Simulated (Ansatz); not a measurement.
Input:

Na:
```yaml
crystal:
  lattice:
    - [0.00000, 3.78952, 3.78952]
    - [3.78952, 0.00000, 3.78952]
    - [3.78952, 3.78952, 0.00000]
  atoms:
    - { symbol: Na, position: [0.25000, 0.25000, 0.25000] }
    - { symbol: Na, position: [0.00000, 0.00000, 0.00000] }
```

This is the PBE-relaxed structure.

Question: All from DFT-PBE in the program Ansatz with PAW potentials, unless another level is named. Predict the highest zone-centre frequency.

Answer: 115 cm⁻¹.

Question: Next, the bulk modulus (Birch–Murnaghan fit)?

Answer: 3.0 GPa.

Question: Predict the elastic constants (relaxed ions, GPa).

Answer: C11 = 0.2, C12 = 4.3, C44 = -5.8.

Space group Fd-3m (diamond). A made-up cell: these elements were put on the sites of a structure type; neither database checked (COD, Materials Project) lists it. It is not the phase usual at ambient conditions (space group No. 229). The cell was relaxed with PBE under the symmetry of its start. At this level the phase is dynamically unstable (imaginary phonons). As this level gives no gap, shear constants depend on the k-mesh and smearing (Fermi–Dirac, 0.1 eV here). As this level gives no gap, phonon frequencies hold no LO–TO term and depend on the k-mesh and smearing (Fermi–Dirac, 0.1 eV here).

Potentials: the later of the program's two PAW sets.
